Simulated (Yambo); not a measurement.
Yambo run on BN (space group P6_3/mmc, No. 194). The wavefunctions come from this Quantum ESPRESSO step (PBEsol, PseudoDojo standard norm-conserving files, scalar-relativistic):

```
&CONTROL
  calculation = 'nscf'
  pseudo_dir = './pseudo'
  outdir = './out'
/
&SYSTEM
  ibrav = 0
  nat = 4
  ntyp = 2
  ecutwfc = 84.0
  ecutrho = 336.0
  occupations = 'fixed'
  force_symmorphic = .true.
  nbnd = 96
/
&ELECTRONS
  conv_thr = 4e-09
  diago_full_acc = .true.
  diago_thr_init = 1e-08
/
ATOMIC_SPECIES
B 10.8100 B.upf
N 14.0070 N.upf
CELL_PARAMETERS angstrom
  2.512429911000   0.000000000000   0.000000000000
 -1.256214956000   2.175828128000   0.000000000000
  0.000000000000   0.000000000000   7.707260000000
ATOMIC_POSITIONS crystal
B   0.333333333000   0.666666667000   0.250000000000
B   0.666666667000   0.333333333000   0.750000000000
N   0.333333333000   0.666666667000   0.750000000000
N   0.666666667000   0.333333333000   0.250000000000
K_POINTS automatic
6 6 2 0 0 0
```

Yambo input:

```
rim_cut
gw0
dyson
el_el_corr
HF_and_locXC
ppa
em1d
RandQpts= 1000000
RandGvec= 1 Ry
EXXRLvcs= 84 Ry
VXCRLvcs= 336 Ry
Chimod= "HARTREE"
% BndsRnXp
 1 | 94 |
%
NGsBlkXp= 10 Ry
% LongDrXp
 1.0 | 1.0 | 1.0 |
%
PPAPntXp= 27.2114 eV
% GbndRnge
 1 | 94 |
%
GTermKind= "BG"
DysSolver= "n"
ExtendOut
% QPkrange
 1 | 1 | 8 | 9 |
 2 | 2 | 8 | 9 |
 7 | 7 | 8 | 9 |
 8 | 8 | 8 | 9 |
 13 | 13 | 8 | 9 |
 14 | 14 | 8 | 9 |
%
```

k points by index: 1 = Γ, 2 = A, 7 = M, 8 = L, 13 = K, 14 = H.

Resulting energies as the program prints them:

```
#    K-point    Band    Eo [eV]    E [eV]    E-Eo [eV]    Vxc [eV]    Vnlxc [eV]    Sc|Eo [eV]    Sc|E [eV]    dSc/dw|Eo [eV]    Re(Z)    Im(Z)
#
    1    8    -1.317669    -2.557285    -1.239616    -18.18044    -22.69045    2.984702    3.270390    -6.270790    0.812711    -0.001033
    1    9    4.490889    4.800829    0.309940    -7.194279    -3.363408    -3.471810    -3.520930    -4.311317    0.863230    -0.892768E-3
    2    8    -1.321386    -2.561967    -1.240581    -18.17488    -22.68729    2.985913    3.271830    -6.270942    0.812708    -0.001031
    2    9    6.105506    6.609002    0.503497    -8.481744    -4.205667    -3.684943    -3.772580    -4.735477    0.851769    -0.924388E-3
    7    8    -0.700474    -1.749687    -1.049214    -15.89594    -19.56186    2.362467    2.616704    -6.593127    0.804962    -0.001057
    7    9    4.421397    5.265596    0.844199    -10.40068    -5.464960    -3.930497    -4.091517    -5.189649    0.839830    -0.978891E-3
    8    8    -0.909315    -2.000304    -1.090988    -15.47218    -19.17878    2.352560    2.615608    -6.560220    0.805745    -0.001461
    8    9    4.703423    5.606035    0.902611    -10.93120    -5.887805    -3.964039    -4.140785    -5.327887    0.836262    -0.996014E-3
    13    8    -0.011899    -0.972598    -0.960700    -16.38921    -19.77132    2.192092    2.421411    -6.494814    0.807309    -0.001104
    13    9    4.657425    5.605167    0.947742    -11.04605    -5.716991    -4.188995    -4.381319    -5.521394    0.831318    -0.001031
    14    8    0.000000    -0.959358    -0.959358    -16.44001    -19.82788    2.199230    2.428507    -6.502681    0.807121    -0.001105
    14    9    4.612078    5.546927    0.934850    -10.91304    -5.612219    -4.177467    -4.365970    -5.486331    0.832209    -0.001015
```
(The two width columns are left out.) Convergence of these settings isn't established.

Geometry of the Materials Project entry, not relaxed at this level.

The distance between layers or molecules is the database entry's, not relaxed here. Functionals without dispersion can leave it too large, which widens gaps and weakens the response across layers: the numbers belong to this cell.
